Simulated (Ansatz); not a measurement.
TiO2 built on the anatase prototype, relaxed with r2SCAN in the PAW code Ansatz. It is tetragonal, I4_1/amd (No. 141); a = 3.778 Å, c = 9.583 Å in the conventional setting, 11.40 Å³ an atom. Ti has 6 O at 1.93–1.99 Å and 4 Ti at 3.05 Å; O has 3 Ti at 1.93–1.99 Å.

The axes x, y and z are those of this cell:
```
CELL_PARAMETERS angstrom
-1.88890 1.88890 4.79172
1.88890 -1.88890 4.79172
1.88890 1.88890 -4.79172
ATOMIC_POSITIONS crystal
Ti 0.75000 0.25000 0.50000
Ti 0.00000 0.00000 0.00000
O 0.54271 0.04271 0.50000
O 0.79271 0.79271 0.00000
O 0.20729 0.20729 0.00000
O 0.95729 0.45729 0.50000
```

Unstrained: PBE gives an indirect gap of 2.146 eV, from Γ–X (0.88 of the way from Γ) to Γ; the least direct gap is 2.472 eV at Γ–M (0.60 of the way from Γ). The r2SCAN gap is indirect, 2.527 eV (Γ–X (0.88 of the way from Γ) to Γ), below the direct gap of 2.866 eV at Γ–M (0.60 of the way from Γ). HSE06 gives an indirect gap of 3.638 eV, from Γ–X (0.88 of the way from Γ) to Γ; the least direct gap is 3.993 eV at Γ–M (0.60 of the way from Γ). Meshes: PBE 10×10×10, r2SCAN 10×10×10, HSE06 6×6×6. Strains are changes of length per length. After each strain the atoms were relaxed again with r2SCAN within the symmetry that the strain leaves, so tilts or polar shifts that break it weren't tested; points keep the names that they have in the unstrained zone. The values are computed, spin-unpolarised, and not measurements.

Question: For epitaxial -3.0 % in the xy plane, how far does the free direction move, and what happens to the gap?

Answer: The normal strain at zero normal stress is +4.88 %, 1.63 of the in-plane strain with the sign turned. PBE: the gap goes from 2.146 to 2.480 eV (+0.334 eV); the edges go from Γ–X (0.88) → Γ to Γ–X (0.81) → Γ. r2SCAN: the gap goes from 2.527 to 2.881 eV (+0.354 eV); the edges go from Γ–X (0.88) → Γ to Γ–X (0.81) → Γ. HSE06: the gap goes from 3.638 to 4.006 eV (+0.368 eV); the edges go from Γ–X (0.88) → Γ to Γ–X (0.81) → Γ.

Question: For epitaxial -1.0 % in the xy plane, how far does the free direction move, and what happens to the gap?

Answer: The normal strain at zero normal stress is +1.53 %, 1.53 of the in-plane strain with the sign turned. PBE: the gap goes from 2.146 to 2.249 eV (+0.103 eV); the edges go from Γ–X (0.88) → Γ to Γ–X (0.85) → Γ. r2SCAN: the gap goes from 2.527 to 2.636 eV (+0.109 eV); the edges go from Γ–X (0.88) → Γ to Γ–X (0.85) → Γ. HSE06: the gap goes from 3.638 to 3.751 eV (+0.113 eV); the edges go from Γ–X (0.88) → Γ to Γ–X (0.85) → Γ.

Question: Apply epitaxial +1.0 % in the xy plane, free normal strain -1.39 %. How far does the gap move, against the unstrained cell?

Answer: PBE: the gap goes from 2.146 to 2.057 eV (-0.089 eV); the edges go from Γ–X (0.88) → Γ to Γ–X (0.89) → Γ. r2SCAN: the gap goes from 2.527 to 2.432 eV (-0.095 eV); the edges go from Γ–X (0.88) → Γ to Γ–X (0.89) → Γ. HSE06: the gap goes from 3.638 to 3.540 eV (-0.098 eV); the edges go from Γ–X (0.88) → Γ to Γ–X (0.89) → Γ. The r2SCAN energy rises by 2.1 meV an atom.

Question: Apply epitaxial -4.0 % in the xy plane, free normal strain +6.65 %. How far does the gap move, against the unstrained cell?

Answer: PBE: the gap goes from 2.146 to 2.553 eV (+0.407 eV); the edges go from Γ–X (0.88) → Γ to Γ–X (0.46) → Γ. r2SCAN: the gap goes from 2.527 to 2.965 eV (+0.438 eV); the edges go from Γ–X (0.88) → Γ to Γ–X (0.46) → Γ. HSE06: the gap goes from 3.638 to 4.090 eV (+0.452 eV); the edges go from Γ–X (0.88) → Γ to Γ–X (0.46) → Γ. The r2SCAN energy rises by 33.6 meV an atom.

Question: Estimate what epitaxial +4.0 % in the xy plane, free normal strain -4.70 % does to the gap.

Answer: PBE: the gap goes from 2.146 to 1.860 eV (-0.286 eV); the edges go from Γ–X (0.88) → Γ to Γ–X (0.91) → Γ. r2SCAN: the gap goes from 2.527 to 2.220 eV (-0.307 eV); the edges go from Γ–X (0.88) → Γ to Γ–X (0.91) → Γ. HSE06: the gap goes from 3.638 to 3.326 eV (-0.312 eV); the edges go from Γ–X (0.88) → Γ to Γ–X (0.91) → Γ. The r2SCAN energy rises by 34.2 meV an atom.

Question: Estimate what epitaxial -2.0 % in the xy plane, free normal strain +3.16 % does to the gap.

Answer: PBE: the gap goes from 2.146 to 2.361 eV (+0.215 eV); the edges go from Γ–X (0.88) → Γ to Γ–X (0.83) → Γ. r2SCAN: the gap goes from 2.527 to 2.755 eV (+0.228 eV); the edges go from Γ–X (0.88) → Γ to Γ–X (0.83) → Γ. HSE06: the gap goes from 3.638 to 3.874 eV (+0.236 eV); the edges go from Γ–X (0.88) → Γ to Γ–X (0.83) → Γ. The r2SCAN energy rises by 8.5 meV an atom.

Question: For epitaxial +3.0 % in the xy plane, how far does the free direction move, and what happens to the gap?

Answer: The normal strain at zero normal stress is -3.73 %, 1.24 of the in-plane strain with the sign turned. PBE: the gap goes from 2.146 to 1.915 eV (-0.231 eV); the edges go from Γ–X (0.88) → Γ to Γ–X (0.90) → Γ. r2SCAN: the gap goes from 2.527 to 2.279 eV (-0.248 eV); the edges go from Γ–X (0.88) → Γ to Γ–X (0.90) → Γ. HSE06: the gap goes from 3.638 to 3.385 eV (-0.253 eV); the edges go from Γ–X (0.88) → Γ to Γ–X (0.90) → Γ.

Question: For epitaxial +2.0 % in the xy plane, how far does the free direction move, and what happens to the gap?

Answer: The normal strain at zero normal stress is -2.63 %, 1.32 of the in-plane strain with the sign turned. PBE: the gap goes from 2.146 to 1.979 eV (-0.167 eV); the edges go from Γ–X (0.88) → Γ to Γ–X (0.89) → Γ. r2SCAN: the gap goes from 2.527 to 2.349 eV (-0.178 eV); the edges go from Γ–X (0.88) → Γ to Γ–X (0.89) → Γ. HSE06: the gap goes from 3.638 to 3.455 eV (-0.183 eV); the edges go from Γ–X (0.88) → Γ to Γ–X (0.89) → Γ.

Where an edge lies off the special points, it is a point of the mesh or the k point where a search put PBE's edge or least direct gap, reused for the other functionals, whose own edges may lie a little apart.
